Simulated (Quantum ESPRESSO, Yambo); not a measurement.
# ZnSe under isotropic strain

```xyz
2
Lattice="0.0000 2.8164 2.8164 2.8164 0.0000 2.8164 2.8164 2.8164 0.0000" Properties=species:S:1:pos:R:3 pbc="T T T"
Zn     0.0000     0.0000     0.0000
Se     1.4082     1.4082     1.4082
```

ZnSe (zinc blende, space group F-43m, No. 216) under isotropic strain (on all lattice vectors), counted from the cell relaxed with PBEsol, atoms relaxed at each step. PBE (stringent potentials; Quantum ESPRESSO, PseudoDojo norm-conserving, 104 Ry, no spin-orbit coupling); G0W0 and BSE in Yambo (4×4×4 Γ-centred k mesh, bands 14 to 208 and a 15 Ry block in the screening, 208 bands in G with the Bruneval-Gonze terminator, plasmon pole fitted at 27.2 eV; BSE 8×8×8 mesh, 3 valence and 1 conduction bands, static screening with 36 bands and a 4 Ry block, scissor from each state's G0W0).

| strain (%) | pressure (GPa) | PBE gap (eV) | kind | G0W0 direct gap (eV) | lowest vertical BSE state (eV) | RPA ε∞ along x |
|---|---|---|---|---|---|---|
| -3 | 11.5 | 1.75 | direct | 2.63 at Γ | not resolved | – |
| -2 | 8.5 | 1.62 | direct | 2.49 at Γ | not resolved | – |
| -1 | 5.8 | 1.49 | direct | 2.33 at Γ | not resolved | – |
| -0.5 | 4.6 | 1.43 | direct | 2.26 at Γ | not resolved | – |
| 0 | 3.5 | 1.37 | direct | 2.19 at Γ | not resolved | – |
| +0.5 | 2.5 | 1.31 | direct | 2.12 at Γ | not resolved | – |
| +1 | 1.5 | 1.25 | direct | 2.05 at Γ | not resolved | – |

Between -0.5 % and +0.5 % the direct gap at Γ has a volume deformation potential dE/dlnV of -4.1 eV in PBE; the block changes size in that range, so no G0W0 slope is given.

GW, BSE and RPA settings are held fixed; their convergence isn't established. The pressure is PBE's, so it isn't zero at the PBEsol cell. Strains are linear. The screening block changes size along the series (307 vectors at -3 %, 307 vectors at -2 %, 307 vectors at -1 %, 307 vectors at -0.5 %, 331 vectors at +0 %, 331 vectors at +0.5 %, 331 vectors at +1 %), which puts steps into the G0W0 values. Spin-orbit splittings are left out.
